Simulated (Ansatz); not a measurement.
PbS (rock salt, Fm-3m), r²SCAN in the plane-wave PAW code Ansatz. The conduction-band minimum lies at L, with 4 equivalent valleys. Second derivatives d²E/dk² of the lowest band at one valley (eV·Å²), along Cartesian directions:

```csv
direction,d²E/dk²
[100],43.97
[010],43.97
[001],43.97
[110],42.67
[101],45.47
[011],45.47
```

Q: Find the principal effective masses, the density-of-states mass and the conductivity mass.

A: Off-diagonal terms follow from H_xy = H[110] − (H_xx + H_yy)/2, and m*/mₑ = 7.620 eV·Å² over each eigenvalue: 0.17, 0.17, 0.19. One valley's DOS mass (m₁m₂m₃)^(1/3) = 0.17, conductivity mass 3/(Σ 1/mᵢ) = 0.17 mₑ.

Q: What effective density of states Nc follows at 300 K for parabolic valleys?

A: Nc = 2.509e19 × 4 × (0.17)^(3/2) ≈ 7.0e18 cm⁻³.

The cell was relaxed with r²SCAN under the symmetry of its start. Scalar-relativistic: spin–orbit coupling is off unless named, which matters more the heavier the elements.

Potentials: the later of the program's two PAW sets.

Edges and masses are those of Kohn–Sham bands, whose gap is no quasiparticle gap.
